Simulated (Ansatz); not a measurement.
## CdSe (P6_3mc), stationary points along a deformation path

Level of theory: DFT PBE, scalar-relativistic, plane waves, PAW in Ansatz. The runs took a 420 eV cutoff, a Γ-centred 12×12×4 mesh and Gaussian smearing (0.05 eV). No spin polarisation. Energies are free energies at this smearing, counted from the undisturbed cell; pressure is positive in compression.

Zero of the scan (as given, not relaxed at this level; it stands at 3.0 GPa):

```
Cd Se
1.0
     4.29850    0.00000    0.00000
    -2.14925    3.72261    0.00000
     0.00000    0.00000    7.01520
Cd Se
2 2
Direct
  0.66667 0.33333 0.00000
  0.33333 0.66667 0.50000
  0.66667 0.33333 0.37500
  0.33333 0.66667 0.87500
```

At fixed volume and fractional coordinates, lengths along (0.000, 0.000, 1.000) are scaled against those across it; ρ is that ratio over its starting value. V = 28.064 Å³/atom. Δσ is the stress along the axis less the mean stress across it (compression positive).

| ρ | ΔE (meV/atom) | Δσ (GPa) | space group |
| --- | --- | --- | --- |
| 0.800 | 368.3 | 31.56 | P6_3mc |
| 0.850 | 183.7 | 20.90 | P6_3mc |
| 0.920 | 45.2 | 9.51 | P6_3mc |
| 0.960 | 10.9 | 4.45 | P6_3mc |
| 1.000 | 0.0 | 0.21 | P6_3mc |
| 1.050 | 11.6 | -4.16 | P6_3mc |
| 1.100 | 44.1 | -7.71 | P6_3mc |
| 1.200 | 150.7 | -13.02 | P6_3mc |
| 1.300 | 290.3 | -16.69 | P6_3mc |

How does the stress give the slope of the energy, and where is the energy stationary?

Along the path d ln(length) is 2/3 d ln ρ on the axis and −1/3 d ln ρ across it, so dE/d ln ρ = −(2/3) V Δσ: the energy falls with ρ where Δσ is positive. Δσ vanishes or changes sign between ρ = 1.000 and 1.050, a minimum (near 1.00 by linear interpolation). Pairs of stationary points between two samples would go unseen, and could change a minimum read from distant neighbours into a maximum.

Integrate that slope from ρ = 1 to 0.850 by the trapezoid rule.

With V/N in Å³ and 1 eV/Å³ = 160.2 GPa the slopes at ρ = 1.000, 0.960, 0.920, 0.850 are -24, -519, -1110, -2440 meV/atom per unit of ln ρ. The steps add 11.1 + 34.7 + 140.5 = 186.3 meV/atom, against 183.7 from the energies; the trapezoid rule misses the curvature of the slope within each step.

Forces appear on the atoms along this scan, and letting them relax would lower the energy and soften the response.

Cost: 9 runs of about 3.7 core-minutes in all, on Arm Neoverse V1 (shared hosts).